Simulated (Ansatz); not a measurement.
Ca2BeN2:
```
Ca2BeN2
1.0
   -1.78095     1.78095     5.77312
    1.78095    -1.78095     5.77312
    1.78095     1.78095    -5.77312
Ca Be N
2 1 2
Cartesian
  0.00000   0.00000   7.56905
  0.00000   0.00000   3.97718
  0.00000   0.00000   0.00000
  0.00000   0.00000  10.00284
  0.00000   0.00000   1.54340
```

Relaxed with PBE. Special points in fractions of this cell's reciprocal vectors: Γ (0.000, 0.000, 0.000); X (0.000, 0.000, 0.500); P (0.250, 0.250, 0.250); N (0.000, 0.500, 0.000); M (0.500, 0.500, -0.500); S (0.274, 0.726, -0.274); S0 (-0.274, 0.274, 0.274); R (-0.048, 0.048, 0.500); G (0.500, 0.500, -0.048).

List the band energies nearest the valence-band maximum at these points for the program Ansatz at the PBE level (PAW).

In eV from the valence-band maximum; about four levels below and three above (degenerate sets whole), none deeper than 8.9 eV; points with the same levels are listed once.

| k | below | above |
|---|---|---|
| Γ | -0.88 -0.88 -0.06 -0.06 | 1.03 2.60 3.73 |
| X | -2.24 -2.00 -1.21 -0.88 | 1.55 3.29 3.68 |
| P | -2.21 -2.04 -1.07 -1.07 | 2.20 2.20 3.71 |
| N | -2.09 -2.02 -1.56 -0.96 | 1.89 4.11 5.26 |
| M | -0.83 -0.83 0.00 0.00 | 2.28 2.73 4.06 4.06 |
| S | -2.59 -1.75 -1.54 -0.94 | 1.88 4.17 5.21 |
| R | -2.07 -2.02 -1.26 -0.88 | 1.58 3.38 3.58 |

Space group I4/mmm. The start of the workflow was typed in or built on a structure type; neither database checked (COD, Materials Project) lists it. Its standing as an ambient phase is unchecked. Symmetry was held in the PBE relaxation; whether a distortion lowers the energy is not shown.

Potentials: the earlier of the program's two PAW sets.
